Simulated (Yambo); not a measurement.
**ZnSnO$_{3}$: sweep of GW parameters**

G0W0@PBEsol for ZnSnO₃ (space group R3c, No. 161) in Yambo. Reference settings: 2×2×2 Γ-centred k mesh, bands 9 to 200 and a 7 Ry block in the screening, 200 bands in G with the Bruneval-Gonze terminator, plasmon pole fitted at 27.2 eV. The PBEsol gap Γ → Γ on this mesh is 1.02 eV; G0W0 gaps are taken between the same points.

| change from the reference | G0W0 gap Γ → Γ (eV) | shift of the valence edge (eV) | rough Yambo cost |
|---|---|---|---|
| reference settings | 2.04 | -0.62 | 1 |
| 96 bands in W, 96 bands in G | 2.38 | -0.55 | about 1/3 |
| 139 bands in W, 139 bands in G | 2.15 | -0.58 | within a factor of two |
| 96 bands in G | 2.07 | -0.60 | – |
| 139 bands in G | 2.05 | -0.62 | – |
| 110 bands in W | 2.27 | -0.58 | about 1/2 |
| 3 Ry block | 2.09 | -0.77 | within a factor of two |
| 2 Ry block | 2.29 | -0.95 | within a factor of two |
| 6 Ry block | 2.00 | -0.61 | within a factor of two |
| pole fitted at 15 eV | 2.04 | -0.57 | – |
| no random integration | 1.98 | -0.35 | – |
| 96 bands in G, no terminator | 1.97 | 0.01 | – |
| 139 bands in G, no terminator | 1.95 | -0.22 | – |
| no terminator | 1.97 | -0.38 | – |

The reference isn't shown to be the converged limit. Costs are rough (shared machines), scaled to the same edge states, and given only for runs that recompute the screening.

Spin-orbit splittings are left out.

The standard potential for Sn keeps a d shell in the valence without the s and p states of that shell. In tests on such compounds this moved G0W0 gaps by up to about 0.9 eV, so absolute quasiparticle energies here are unreliable; differences between settings are what counts.

Geometry of the Materials Project entry, not relaxed at this level; primitive cell a = 5.6591 Å, b = 5.6591 Å, c = 5.6591 Å, α = 56.43°, β = 56.43°, γ = 56.43°.

The structure is a Materials Project entry; no match was found in the copy of COD used, and its stability was not checked.

A shift is the quasiparticle energy of the state minus its PBEsol energy.
